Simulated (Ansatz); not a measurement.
# SCF questions for C

The cell (10 atoms) is C in the coordinates of a database entry, unrelaxed (space group P6/mmm). Forces or pressure are large there, so the entry is far from the computed equilibrium and may be faulty or of a sample under other conditions. Source: COD entry 9014004; it may be a high-temperature, high-pressure or metastable form.

```xyz
10
Lattice="4.8900 0.0000 0.0000 -2.4450 4.2349 0.0000 0.0000 0.0000 3.8800" Properties=species:S:1:pos:R:3 pbc="T T T"
C     2.4450    1.4116    0.7139
C     0.0000    2.8232    0.7139
C     2.4450    1.4116    3.1661
C     0.0000    2.8232    3.1661
C     1.2225    2.1174    1.3192
C    -1.2225    2.1174    1.3192
C     2.4450    0.0000    1.3192
C     1.2225    2.1174    2.5608
C     2.4450    0.0000    2.5608
C    -1.2225    2.1174    2.5608
```

Numbers behind element symbols give the atom's place in this list.

Computed with DFT, LDA, PAW, plane waves, scalar-relativistic (Ansatz development build ahead of 0.2.0).

```yaml
Plane-wave_cutoff: 420 eV
k-point_mesh: 4×4×5 (Γ-centred)
Occupations: Gaussian smearing, 0.05 eV
Spin: off
```

The starting density is a sum of atomic densities corrected by a trained network, so it is already close to self-consistency.

Gaps of semilocal functionals run low against measured ones.

Default run: converged in 7 iterations, with a gap of 0.86 eV on the k-mesh. The search for lower states is off, and runs that name a mixer don't switch to direct minimisation.

**Question.** Outcome with k-point mesh 2x2x3 (limit 70 iterations)?

**Answer.** Converged in 7 iterations: free energy shifted by +15.9 meV/atom, forces change by up to 0.049 eV/Å, pressure 20.5 GPa against 20.2.

**Question.** Outcome with Anderson, β 0.5, history 4, no preconditioner (limit 70 iterations)?

**Answer.** Converged in 7 iterations: the same free energy.

**Question.** Outcome with Broyden, β 0.5, preconditioner Kerker (limit 70 iterations)?

**Answer.** Converged in 10 iterations: the same free energy.

**Question.** Change to linear mixing, β 0.4, Kerker (limit 70 iterations). Does it converge, and to what?

**Answer.** Converged in 47 iterations: the same free energy.

**Question.** What happens with Fermi–Dirac width 0.0005 eV, no switch to direct minimisation (limit 70 iterations)?

**Answer.** Converged in 7 iterations: free energy unchanged, zero-width estimate unchanged.

**Question.** Rank these settings by the iterations they needed, fewest first.
A. Anderson, β 0.5, history 4, no preconditioner
B. Anderson, β 0.5, backtracking line search
C. direct minimisation
D. Broyden, β 0.5, preconditioner Kerker
E. linear mixing, β 0.4, Kerker

**Answer.** C (5), A (7), B (8), D (10), E (47).
